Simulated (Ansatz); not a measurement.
Consider the following.

TiPt₃:
```
CELL_PARAMETERS angstrom
      3.89940     0.00000     0.00000
      0.00000     3.89940     0.00000
      0.00000     0.00000     3.89940
ATOMIC_POSITIONS crystal
  Ti 0.00000 0.00000 0.00000
  Pt 0.00000 0.50000 0.50000
  Pt 0.50000 0.00000 0.50000
  Pt 0.50000 0.50000 0.00000
```

This is the PBEsol-relaxed structure.

**Question.** All from the program Ansatz at the PBEsol level (PAW), unless another level is named. Predict the Debye temperature from the elastic constants.

**Answer.** 358 K.

**Question.** Give the highest zone-centre frequency.

**Answer.** 179 cm⁻¹.

Space group Pm-3m (Cu3Au type). The cell was relaxed with PBEsol under the symmetry of its start; of distortions, only those at the zone centre were tested. No spin polarisation was allowed. As this level gives no gap, shear constants depend on the k-mesh and smearing (Fermi–Dirac, 0.1 eV here). As this level gives no gap, phonon frequencies hold no LO–TO term and depend on the k-mesh and smearing (Fermi–Dirac, 0.1 eV here). Scalar-relativistic: spin–orbit coupling is off unless named, which matters more the heavier the elements.

Potentials: the later of the program's two PAW sets.
